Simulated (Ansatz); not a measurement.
Below is a relaxed structure of Zn₂Cd₃Se₅. The cell was found from a structure generator's guess, not taken from experiment.

All numbers below come from DFT PBE, scalar-relativistic, plane waves, PAW (Ansatz). Cutoff 420 eV, Γ-centred mesh, Gaussian smearing, no spin polarisation.

```
CELL_PARAMETERS angstrom
-2.11525 2.11525 15.15741
2.11525 -2.11525 15.15741
2.11525 2.11525 -15.15741
ATOMIC_POSITIONS crystal
Zn 0.90172 0.90172 0.00000
Zn 0.09828 0.09828 0.00000
Cd 0.69658 0.69658 0.00000
Cd 0.30343 0.30343 0.00000
Cd 0.50000 0.50000 0.00000
Se 0.25000 0.75000 0.50000
Se 0.85711 0.35711 0.50000
Se 0.44633 0.94633 0.50000
Se 0.05367 0.55367 0.50000
Se 0.64289 0.14289 0.50000
```

The zero of energy is the elements' standard structures at the same level; no fitted shifts are applied.

Question: Find its symmetry and describe it.

Answer: I-4m2 (No. 119), with Zn and Cd ordered on zinc blende sites. Conventional cell: a = 4.230 Å, c = 30.315 Å. Zn is surrounded by 4 Se at 2.51 Å; Cd on a site of symmetry 2mm has 4 Se at 2.66–2.67 Å; Cd on a site of symmetry -4m2 is surrounded by 4 Se at 2.67 Å; Se on a site of symmetry -4m2 is surrounded by 4 Cd at 2.66 Å; 2 more sites not described.

Question: What is its formation energy per atom?

Answer: −0.652 eV/atom. A negative formation energy is needed for stability but isn't enough: competing phases decide.

Question: Is it a metal?

Answer: No, the gap on the 10×10×10 mesh is 0.64 eV.

The last run used a 10×10×10 mesh for its 10-atom cell and Gaussian smearing of 0.02 eV. Kohn–Sham gaps at this level usually fall short of measured ones. The reference form of Se is held partly by dispersion forces, which this level lacks. A later test with randomly moved atoms came back to the same energy, though modes that don't fit the test's cell weren't probed.
